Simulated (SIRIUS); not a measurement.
Consider a self-consistent single point of CoSi2 (Fm-3m, 3 atoms in the cell; from Materials Project mp-2379, changed as shown).

```
CoSi2
1.0
    0.00000     2.64753     2.64753
    2.64753     0.00000     2.64753
    2.64753     2.64753     0.00000
Co Si
1 2
Direct
  0.00000   0.00000   0.00000
  0.75000   0.75000   0.75000
  0.25000   0.25000   0.25000
```

Level of theory: PBE, GBRV PBE ultrasoft pseudopotentials (plane waves; SIRIUS).

SIRIUS settings:

* **parameters.ngridk**: 12 12 12
* **parameters.xc_functionals**: [XC_GGA_X_PBE, XC_GGA_C_PBE]
* **parameters.gk_cutoff**: 6.325 1/bohr
* **parameters.pw_cutoff**: 14.143 1/bohr
* **parameters.smearing**: fermi_dirac
* **parameters.smearing_width**: 0.00499791 Ha
* **potentials**: GBRV PBE ultrasoft pseudopotentials
* **parameters.electronic_structure_method**: pseudopotential
* **parameters.num_bands**: 17
* **parameters.num_mag_dims**: 0
* **parameters.num_dft_iter**: 100
* **parameters.energy_tol**: 1e-07 Ha
* **parameters.density_tol**: 1e-06
* **mixer.type**: broyden2
* **mixer.beta**: 0.3
* **mixer.use_hartree**: true

Results:

Number of valence electrons: 25
Number of bands: 17
Number of k-points after the program's reduction: 72
Number of plane waves (most at a k-point): 1090
Number of SCF iterations: 18
FFT grid: 36 × 36 × 36
Free energy E − TS: -4323.6153 eV
Fermi level (on the code's own zero): 13.36 eV
Pressure: 7.16 GPa

Stress (GPa, positive for compression):
```
7.16  0.00  0.00
0.00  7.16  0.00
0.00  0.00  7.16
```

For comparison: a first run was changed to give this one (volume scaled by 0.99), and from it to this one the free energy goes up by 4.8 meV/atom and the pressure goes from 5.09 to 7.16 GPa.

The run has no spin polarisation, so moments on Co cannot form. The structure comes from a collection of computed structures, made at another level of theory; the collection holds predicted forms beside known ones.

Cost on one core: around 28 core-seconds (rough).
